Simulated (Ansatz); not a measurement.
input.yaml (Ansatz)

```yaml
crystal:
  lattice:
    - [3.1744580765, 0.0, 0.0]
    - [0.0, 3.1744580765, 0.0]
    - [0.0, 0.0, 3.1744580765]
  atoms:
    - { symbol: Cd, position: [0.0, 0.0, 0.0] }
hamiltonian:
  xc: blyp
  pseudopotentials:
    kind: paw
    azcp:
      Cd: "pseudopotentials/Cd.paw.azcp"
basis:
  ecutwfc: 420
  fft_grid_basis: typed
kpoints:
  mp_grid: { grid: [11, 11, 11], shift: [0, 0, 0] }
magnetization:
  spin_polarized: false
scf:
  occupations: { method: fermi_dirac, width: 0.1 }
  lower_state_search: "off"
output:
  stress: true
```

Output

```
Engine: ansatz 0.2.0, aarch64-unknown-linux-gnu
Pseudopotentials: kind: paw
Pseudopotential: Cd, paw, valence charge 20, recommended cutoff 420 eV (normal) 
Functional definition: BLYP
  parameter beta = 0.0042
  parameter a = 0.04918
  parameter b = 0.132
  parameter c = 0.2533
  parameter d = 0.349
  exchange = b88_x(beta = beta)
  correlation = lyp_c(a = a, b = b, c = c, d = d)
Crystal: 1 atoms, lattice volume = 31.990 Å³
Basis set: ecut = 420 eV, 619 PW (Γ), exchange–correlation on 48×48×48 points (8 copies of the dense FFT grid, shifted against one another)
Bands: 14, of which v1, the nominal top of the filled ones, is band 10 counted from 1 (9 counted from 0)
Symmetry: 48 space group operations
Space group: Pm-3m (ITA 221), of the structure as read, at distance tolerance 3.2e-5 Å
k-points: 56 of 1331
Non-local potential: Cd, projectors of the file, l = 0: 3, l = 1: 2, l = 2: 2, l = 3: 1
PAW form: soft (Blöchl's): semilocal exchange-correlation on the pseudo side does not see the compensation charge
PAW frozen core: Cd, regenerated for the run's functional, and the local potential with it (the file was generated under x = pbe(κ = 0.804, μ = 0.2195149727645171), c = pbe(β = 0.06672455060314922))
PAW one-centre angular grid: Cd, 590 points (default); XC on 64 Gauss nodes
Initial density: superposition of atomic densities (neutral atoms: chi_scale 0, normalization atom), corrected by the library's trained network
Initial wavefunctions: pseudopotential atomic-orbital guess
Functional: x = b88, c = lyp
SCF iter   1: F=—  HF=-8270.083152 eV  |F-HF|=—  |Δ(HF+E_count)|=         —  Δρ=4.45e-3  dr2=4.76e-3  ethr=1.77e-3  ⟨swp⟩=5.6  Hψ=4043  notcnv=0
SCF iter   2: F=—  HF=-8270.083110 eV  |F-HF|=—  |Δ(HF+E_count)|=   4.25e-5  Δρ=2.45e-3  dr2=2.30e-3  ethr=2.38e-5  ⟨swp⟩=1.8  Hψ=1448  notcnv=0
SCF iter   3: F=—  HF=-8270.083540 eV  |F-HF|=—  |Δ(HF+E_count)|=   4.30e-4  Δρ=1.86e-3  dr2=8.00e-4  ethr=1.15e-5  ⟨swp⟩=2.0  Hψ=1096  notcnv=0
SCF iter   4: F=—  HF=-8270.083299 eV  |F-HF|=—  |Δ(HF+E_count)|=   2.42e-4  Δρ=1.77e-4  dr2=5.73e-6  ethr=4.00e-6  ⟨swp⟩=2.8  Hψ=1505  notcnv=0
SCF iter   5: F=—  HF=-8270.083315 eV  |F-HF|=—  |Δ(HF+E_count)|=   1.59e-5  Δρ=1.23e-5  dr2=5.93e-8  ethr=2.87e-8  ⟨swp⟩=2.3  Hψ=1195  notcnv=0
SCF iter   6: F=-8270.083315 eV  HF=-8270.083315 eV  |F-HF|=1.20e-9  |Δ(HF+E_count)|=   1.08e-7  Δρ=1.53e-6  dr2=3.87e-10  ethr=2.97e-10  ⟨swp⟩=2.0  Hψ=2649  notcnv=0
SCF 1 converged in 6 iterations: F = -8270.083315 eV  dr2 = 3.87e-10
SCF converged after 6 iterations
Free energy (F): -8270.083315 eV
Harris-Foulkes:  -8270.083315 eV  (|F-HF|=1.20e-9)
Internal energy: -8270.069556 eV  (E = F + TS)
E sigma→0 (E₀):  -8270.076435 eV
Entropy (-TS):   -0.013759 eV (-13.759 meV/atom)
Fermi energy:    8.862375 eV
--- Per-component energies (eV) ---
  E_band       = -499.359438
  E_kinetic    = 505.037607
  E_local      = -3631.362180  (includes V_loc(G=0)·N_el)
  E_nonlocal   = 28.891295
  E_hartree    = 1675.769567
  E_xc         = -174.599556
  E_vxc        = -218.102626  (∫ρ·V_xc dr)
  E_paw        = -4099.836248  (= ΣΔE_a)
  E_vpaw       = -535.361957  (= ΣTr[D̂ρ^β])
  E_aug_tail   = 0.000013  (compensation charges beyond the density's cutoff)
  E_ewald      = -2574.050552
  E_core_change = 0.080499  (= ΣΔE_core)
  E_smearing   = -0.013759  (= −TS)
  E_closure    = 0.000000  (closes the sum)
  Σ components = -8270.083315   (vs F -8270.083315, Δ=0.00e0)
--- Stress (GPa, compression-positive) ---
       -0.509385       0.000000       0.000000
        0.000000      -0.509385       0.000000
        0.000000       0.000000      -0.509385
  P = ⅓ Tr σ = -0.5094 GPa (-5.094 kbar)
```
